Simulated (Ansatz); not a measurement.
CrCl3:
```
CrCl3
1.0
    2.98861     5.17335     0.00000
   -2.98861     5.17335     0.00000
   -1.93452     0.00000     5.82058
Cr Cl
2 6
Cartesian
  0.00000   8.62318   0.00000
  0.00000   1.72351   0.00000
 -2.99235   7.00550   4.49190
  1.05783   3.34119   1.32868
  1.05783   7.00550   1.32868
 -2.99235   3.34119   4.49190
  0.19136   5.17335   4.47970
 -2.12588   5.17335   1.34089
```
The run is spin-polarised; directions of the spins, atom by atom: ↑ ↑ 0 0 0 0 0 0.

Relaxed with r²SCAN+D4.

Question: Give the Bader charges and basin volumes of the independent atoms, plane-wave PAW r²SCAN+D4 (Ansatz code).

Answer: 

| atom | Bader charge (e) | Bader volume (Å³) |
|---|---|---|
| Cr1 | +1.64 | 9.0 |
| Cl3 | -0.55 | 26.7 |
| Cl7 | -0.55 | 27.4 |

Space group C2/m. The workflow started from a Materials Project entry (that database holds measured and hypothetical structures alike); the Crystallography Open Database copy checked does not list it. COD files the formula under space group No. 153. Whether it is the stable phase at ambient conditions was not checked. The cell was relaxed with r²SCAN+D4 under the symmetry of its start; its stability against distortions is not shown here. Spin order of the final state: ferromagnetic, chosen from 2 collinear starts compared on coarse meshes (ties went to the first, and starts can fall back to one state), not a proven ground state. Other orbital occupations within this spin state were not tried. No Hubbard U is applied.

Potentials: the later of the program's two PAW sets.
